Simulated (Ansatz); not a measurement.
Nb$_{5}$Si$_{3}$ (space group I4/mcm)

```xyz
16
Lattice="-3.2743 3.2743 5.9032 3.2743 -3.2743 5.9032 3.2743 3.2743 -5.9032" Properties=species:S:1:pos:R:3 pbc="T T T"
Nb     2.1866     1.0877    -1.7614
Nb     1.0877     2.1866     7.6646
Nb     2.1866    -1.0877     4.1417
Nb     1.0877     4.3620     1.7614
Nb     1.0877     2.1866     4.1417
Nb     2.1866     1.0877     1.7614
Nb     1.0877     4.3620    -1.7614
Nb     2.1866    -1.0877     7.6646
Nb     0.0000     0.0000     5.9032
Nb     0.0000     0.0000     0.0000
Si     4.1214     0.8471     0.0000
Si    -0.8471     2.4273     5.9032
Si     2.4273     0.8471     5.9032
Si     0.8471     2.4273     0.0000
Si     0.0000     0.0000     8.8547
Si     0.0000     0.0000     2.9516
```

The volume is varied about the relaxed value V₀ at fixed cell shape. The atoms relax within the cell's symmetry.

All values below come from PBEsol (plane waves to 420 eV, PAW, scalar-relativistic; Ansatz, a first-principles code). k mesh 8×8×8 (Γ-centred), Fermi-Dirac smearing 0.05 eV. E stands for the smeared free energy. With the shape held, the modulus is that of even scaling; a crystal free to change shape is softer. Nb5Si3 is run without spin polarisation. Nb5Si3 was relaxed with its symmetry unable to fall. The zero of ΔE is the relaxed starting cell. The last digit holds for this mesh only.

```csv
V (Å³/atom),ΔE (meV/atom)
13.291,351.5
13.924,183.0
14.556,75.5
15.189,17.6
15.822,0.0
16.455,15.3
17.088,57.2
17.721,120.6
18.354,201.2
```

Question: What is the fitted pressure derivative B₀′?

Answer: 4.2.

Question: What bulk modulus at fixed cell shape B₀ follows from a third-order Birch-Murnaghan fit?

Answer: 206 GPa. Check by three points about V = 15.822 Å³/atom, step 1.266: d²E/dV² ≈ (75 − 2·0 + 57) meV / 1.266² = 0.0824 eV/Å⁶, and V·d²E/dV² × 160.2 = 209 GPa.

(A scan under strain: stresses follow from slopes of the energy per volume, elastic moduli from its curvatures.)
